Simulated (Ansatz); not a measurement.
# Birefringent crystals for wave plates and polarisers

Candidates compared on computed values. A wave plate or polarising prism needs a large difference between the ordinary and extraordinary index, and a gap wide enough to pass the light.

The reference row is AlN. Wavelength 1310 nm, with the indices taken from ε∞; only gaps 0.6 eV or more above the photon energy were drawn.

### Data

Computed with Ansatz, a plane-wave PAW program. ε∞ across c, ε∞ along c: r²SCAN, linear response; gap: HSE06, on its own or a semilocal cell. Cells of the HSE06 gaps: the r²SCAN cell for HfO2, La2O3, α-quartz SiO2; its own cell for AlN.

The figures follow from the printed values by these rules: n_o = √(ε∞ across c); n_e = √(ε∞ along c); Δn = n_e − n_o; zero-order plate = λ/(4|Δn|).

| crystal | ε∞ across c | ε∞ along c | E_g (eV) | n_o | n_e | Δn | quarter-wave plate (μm) |
|---|---|---|---|---|---|---|---|
| HfO2 (P4₂/nmc) | 4.886 | 4.416 | 6.37 | 2.2104 | 2.1014 | −0.1090 | 3.0 |
| AlN (wurtzite), reference | 4.137 | 4.329 | 5.62 | 2.0340 | 2.0806 | 0.0466 | 7.0 |
| La2O3 (P-3m1) | 4.489 | 4.372 | 5.29 | 2.1187 | 2.0909 | −0.0278 | 12 |
| α-quartz SiO2 | 2.374 | 2.402 | 7.78 | 1.5408 | 1.5498 | 0.0090 | 36 |

Runs started from generated or typed cells of the structure named: HfO2; AlN; La2O3. Over 15 meV/atom above the lowest phase of their formula at hand: HfO2 (48 meV/atom, r²SCAN). Known as high-temperature phases, here as static cells: HfO2. Spin–orbit coupling is left out unless named; it moves the gap of HfO2, La2O3 by under 0.05 eV.

### Worked example

The steps for HfO2:

- n_o = √4.886 = 2.2104
- n_e = √4.416 = 2.1014
- Δn = 2.1014 − 2.2104 = −0.1090
- plate thickness: 1310 nm/(4 × |−0.1090|) = 3.0 μm

### Result

By plate thickness (thinnest first): HfO2 (3.0 ± 0.32), AlN (7.0 ± 1.2), La2O3 (12 ± 3.3), α-quartz SiO2 (36 ± 22). The ± follows from allowances picked for this note (ε∞ across c 0.5 %, ε∞ along c 0.5 %, 8 % for the model), carried to first order and added in quadrature; ≈ joins neighbours closer than their two ± added in quadrature. 1 of the 3 others clearly beat the reference on this figure.

Pareto front for low plate thickness and high gap: HfO2 (3.0, 6.37); α-quartz SiO2 (36, 7.78). The reference is off the front.

Positive uniaxial (n_e over n_o): AlN, α-quartz SiO2. Negative: HfO2, La2O3.

### Caveats

ε∞ is the long-wavelength electronic value; dispersion raises indices towards the gap. A plate needs the c axis in its plane, while layered crystals cleave across c. Where several phases of a formula are at hand, those over 0.1 eV/atom above the lowest were not drawn (by r²SCAN where it compared them, else by the largest value; a layered or molecular lowest phase counts only with a dispersion term); other phases could lie lower still. Crystals of Pb, Bi, Tl or Hg, those whose gap spin–orbit coupling moves by over 0.3 eV, and those of Te, I or Sb with no such test at hand were not drawn. The rows are a sample and no shortlist: familiar crystals first, some related and some not, whatever their agreement with measurement; tables with many equal figures were not kept. Limits of the draw: |Δn| over 0.006; no unfamiliar magnets, and cubic perovskites only if shown or known to be stable. As a rule kept out of such tables: 4f compounds, open-shell compounds run without a Hubbard term, cells found unstable in the tests at hand, cells close to a higher symmetry, and runs set to a pressure or over 12 % in volume from the crystal's fullest run.
